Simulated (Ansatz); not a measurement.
MgS:
```
CELL_PARAMETERS angstrom
      4.88848     0.00000     0.00000
      0.00000     4.88848     0.00000
      0.00000     0.00000     4.14628
ATOMIC_POSITIONS crystal
  Mg 0.50000 0.00000 0.07195
  Mg 0.00000 0.50000 0.92805
  S  0.00000 0.00000 0.00000
  S  0.50000 0.50000 0.00000
```

Relaxed with PBE+D3(BJ). Special points in fractions of this cell's reciprocal vectors: Γ (0.000, 0.000, 0.000); X (0.000, 0.500, 0.000); M (0.500, 0.500, 0.000); Z (0.000, 0.000, 0.500); R (0.000, 0.500, 0.500); A (0.500, 0.500, 0.500).

### Question
List the band energies nearest the valence-band maximum at these points for DFT-PBE+D3(BJ) in the program Ansatz with PAW potentials.

### Answer
In eV from the valence-band maximum; about four levels below and three above (degenerate sets whole), none deeper than 8.9 eV; points with the same levels are listed once.

```tsv
k	below	above
Γ	-1.43 -0.87 -0.87 0.00	1.61 1.64 5.35
X	-2.65 -2.65 -0.75 -0.75	3.70 3.70 6.24 6.24
M	-0.64 -0.64 -0.45 -0.45	4.99 4.99 5.27 5.27
Z	-3.17 -0.92 -0.76 -0.76	2.77 4.23 4.99 4.99
R	-2.46 -2.46 -2.15 -2.15	3.84 3.84 5.97 5.97
A	-1.87 -1.87 -0.37 -0.37	2.12 2.12 6.53 6.53
```

Space group P4/nmm. A made-up cell: these elements were put on the sites of a structure type; neither database checked (COD, Materials Project) lists it. COD files the formula under space group No. 225, so this cell is another polymorph or a model. Its standing as an ambient phase is unchecked. The cell was relaxed with PBE+D3(BJ) under the symmetry of its start; its stability against distortions is not shown here.

Potentials: the later of the program's two PAW sets.
